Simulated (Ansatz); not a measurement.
Perovskite alloy of KMgF3 and KZnF3 (4 of 8 Mg sites exchanged), 40 atoms

Ansatz, PAW, plane waves. PBEsol relaxation of volume and atoms (shape held) at the single k point (¼, ¼, ¼) without its symmetry partners; single points on the relaxed atoms at the Γ point alone, onto which points of the small cell's zone fold. Arrangement: quasirandom. No spin–orbit coupling unless named.

Relaxed structure:

```xyz
40
Lattice="8.0462 0.0000 0.0000 0.0000 8.0462 0.0000 0.0000 0.0000 8.0462" Properties=species:S:1:pos:R:3 pbc="T T T"
K     8.0461    0.0028    0.0018
K     8.0461    0.0036    4.0234
K     0.0010    4.0266    0.0030
K     8.0454    4.0267    4.0221
K     4.0241    0.0002    0.0023
K     4.0264    0.0005    4.0220
K     4.0246    4.0279    0.0033
K     4.0263    4.0285    4.0221
Mg    2.0130    2.0159    2.0130
Mg    2.0135    2.0156    6.0360
Mg    2.0125    6.0380    6.0359
Mg    6.0361    2.0136    6.0355
Zn    2.0120    6.0390    2.0127
Zn    6.0359    2.0143    2.0117
Zn    6.0355    6.0369    2.0121
Zn    6.0362    6.0370    6.0358
F     2.0145    2.0169    8.0454
F     2.0145    2.0144    4.0266
F     2.0111    6.0372    8.0244
F     2.0164    6.0429    4.0479
F     6.0368    2.0188    8.0246
F     6.0380    2.0075    4.0477
F     6.0369    6.0286    8.0445
F     6.0349    6.0460    4.0277
F     0.0250    2.0168    2.0142
F     0.0040    2.0164    6.0356
F     0.0040    6.0411    2.0157
F     0.0243    6.0366    6.0357
F     4.0022    2.0162    2.0129
F     4.0233    2.0132    6.0356
F     4.0216    6.0394    2.0114
F     4.0017    6.0394    6.0376
F     2.0155    0.0275    2.0114
F     2.0125    0.0061    6.0377
F     2.0131    4.0054    2.0139
F     2.0150    4.0252    6.0339
F     6.0381    0.0061    2.0070
F     6.0386    0.0257    6.0449
F     6.0360    4.0231    2.0195
F     6.0335    4.0025    6.0295
```

(1) What are the mean bond lengths by pair (pairs within 1.2 times the sum of covalent radii, less contacts 15 % beyond the pair's median; cation–cation pairs of compounds aside; long ionic contacts are cut short by that bound)?

(2) What gap lies between the top filled and the lowest empty level in the single points?

## Answers

(1) F–K 2.845 ± 0.004 Å (standard deviation, 96 bonds); F–Mg 2.000 ± 0.012 Å (standard deviation, 24 bonds); F–Zn 2.023 ± 0.012 Å (standard deviation, 24 bonds).

(2) HSE06 7.40 eV (51 s on 7 threads of Neoverse-V2); r²SCAN 5.70 eV (9 s on 7 threads of Neoverse-V2).
